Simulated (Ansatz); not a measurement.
CoPdO$_{2}$:
```cif
data_Co3O6Pd3
_chemical_formula_sum 'Pd3 Co3 O6'
_space_group_name_H-M_alt 'R-3m :H'
_space_group_IT_number 166
_space_group_name_Hall '-R 3 2"'
_cell_length_a 2.82576
_cell_length_b 2.82576
_cell_length_c 17.75396
_cell_angle_alpha 90.000
_cell_angle_beta 90.000
_cell_angle_gamma 120.000
loop_
_atom_site_label
_atom_site_type_symbol
_atom_site_symmetry_multiplicity
_atom_site_Wyckoff_symbol
_atom_site_fract_x
_atom_site_fract_y
_atom_site_fract_z
_atom_site_occupancy
Pd1 Pd 3 a 0.00000 0.00000 0.00000 1
Co1 Co 3 b 0.00000 0.00000 0.50000 1
O1 O 6 c 0.00000 0.00000 0.11264 1
```
(The calculation used a cell of 4 atoms; values per cell refer to that cell.)

Relaxed at zero pressure with the program Ansatz at the r²SCAN level (PAW).

Task: The volume is raised by 6 % and shape and atoms relax at that volume. What pressure results, and how do the axes share the change?

Result: -11.3 GPa; a 2.4 %, b 2.4 %, c 1.1 %; the energy rises by 23 meV/atom.

Task: Give the new structure.

Result: 
Space group R-3m, hexagonal axes (No. 166); a = b = 2.894 Å, c = 17.945 Å, α = β = 90.00°, γ = 120.00°

```json
[
 {"atom": "Pd", "site": "3a", "symmetry": "-3m", "x": "0.0000", "y": "0.0000", "z": "0.0000"},
 {"atom": "Co", "site": "3b", "symmetry": "-3m", "x": "0.0000", "y": "0.0000", "z": "0.5000"},
 {"atom": "O", "site": "6c", "symmetry": "3m", "x": "0.0000", "y": "0.0000", "z": "0.1134"}
]
```

The phase is kept; no other phase was compared at this pressure.

The r²SCAN relaxation kept the symmetry of its start. The workflow began spin-polarised and lost its moments. No Hubbard U is applied.

Potentials: the later of the program's two PAW sets.
